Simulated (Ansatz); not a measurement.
MoSe₂:
```cif
data_Mo2Se4
_chemical_formula_sum 'Mo2 Se4'
_space_group_name_H-M_alt 'P63/mmc'
_space_group_IT_number 194
_space_group_name_Hall '-P 6c 2c'
_cell_length_a 3.27708
_cell_length_b 3.27708
_cell_length_c 12.72582
_cell_angle_alpha 90.000
_cell_angle_beta 90.000
_cell_angle_gamma 120.000
loop_
_atom_site_label
_atom_site_type_symbol
_atom_site_symmetry_multiplicity
_atom_site_Wyckoff_symbol
_atom_site_fract_x
_atom_site_fract_y
_atom_site_fract_z
_atom_site_occupancy
Mo1 Mo 2 c 0.33333 0.66667 0.25000 1
Se1 Se 4 f 0.66667 0.33333 0.11847 1
```

Relaxed with PBE+D3(BJ).

Task: Which orbitals make up the states near the band edges in the program Ansatz at the PBE+D3(BJ) level (PAW)?

Result: Top 1 eV of the valence band: Mo 4d 58 %, Se 4p 38 %. Bottom 1 eV of the conduction band: Mo 4d 68 %, Se 4p 26 %. Projections are on Löwdin-orthogonalised atomic valence shells; empty p or d shells of many metals are not among them.

Task: Tabulate the density of states.

Result: States/eV per cell of 6 atoms, in 0.25 eV bins, energy from the valence-band maximum.

```csv
E (eV),total,Se 4p,Mo 4d,Se 4s
-7.85,0.00,0.00,0.00,0.00
-7.60,0.00,0.00,0.00,0.00
-7.35,0.00,0.00,0.00,0.00
-7.10,0.00,0.00,0.00,0.00
-6.85,0.00,0.00,0.00,0.00
-6.60,0.04,0.03,0.01,0.00
-6.35,0.57,0.40,0.11,0.02
-6.10,1.84,1.28,0.35,0.04
-5.85,3.09,2.12,0.65,0.07
-5.60,5.66,3.73,1.54,0.08
-5.35,7.45,5.08,1.97,0.13
-5.10,3.84,2.57,1.06,0.09
-4.85,2.55,1.69,0.68,0.08
-4.60,2.83,1.85,0.71,0.13
-4.35,5.17,3.29,1.36,0.26
-4.10,5.20,3.22,1.47,0.26
-3.85,5.22,3.17,1.49,0.29
-3.60,3.91,2.40,1.24,0.13
-3.35,6.18,3.74,2.15,0.14
-3.10,5.75,3.16,2.37,0.10
-2.85,3.48,1.87,1.47,0.06
-2.60,4.69,2.71,1.74,0.15
-2.35,7.20,4.24,2.62,0.19
-2.10,6.99,4.34,2.34,0.14
-1.85,5.22,3.21,1.79,0.08
-1.60,5.92,3.82,1.85,0.06
-1.35,3.74,1.91,1.67,0.03
-1.10,6.44,2.35,3.84,0.09
-0.85,5.08,2.01,2.87,0.05
-0.60,2.91,1.01,1.80,0.04
-0.35,0.84,0.31,0.49,0.03
-0.10,0.19,0.06,0.11,0.01
0.15,0.00,0.00,0.00,0.00
0.40,0.00,0.00,0.00,0.00
0.65,0.00,0.00,0.00,0.00
0.90,0.77,0.25,0.46,0.02
1.15,2.85,0.81,1.86,0.07
1.40,5.06,1.27,3.51,0.10
1.65,7.59,2.02,5.21,0.12
1.90,9.59,2.79,6.16,0.17
2.15,7.08,2.74,3.91,0.11
2.40,6.43,2.94,3.10,0.13
2.65,5.00,2.15,2.49,0.13
2.90,3.46,1.64,1.57,0.09
3.15,3.58,1.77,1.59,0.08
3.40,4.38,2.09,1.97,0.14
3.65,3.64,1.71,1.63,0.14
3.90,2.64,1.22,1.18,0.12
4.15,1.75,0.78,0.80,0.10
4.40,0.18,0.08,0.08,0.01
4.65,0.00,0.00,0.00,0.00
4.90,0.03,0.00,0.00,0.00
5.15,0.36,0.03,0.02,0.00
5.40,0.81,0.06,0.03,0.01
```

Space group P6_3/mmc. The PBE+D3(BJ) relaxation kept the symmetry of its start. The run is not spin-polarised. Scalar-relativistic: spin–orbit coupling is off unless named, which matters more the heavier the elements.

Potentials: the earlier of the program's two PAW sets.
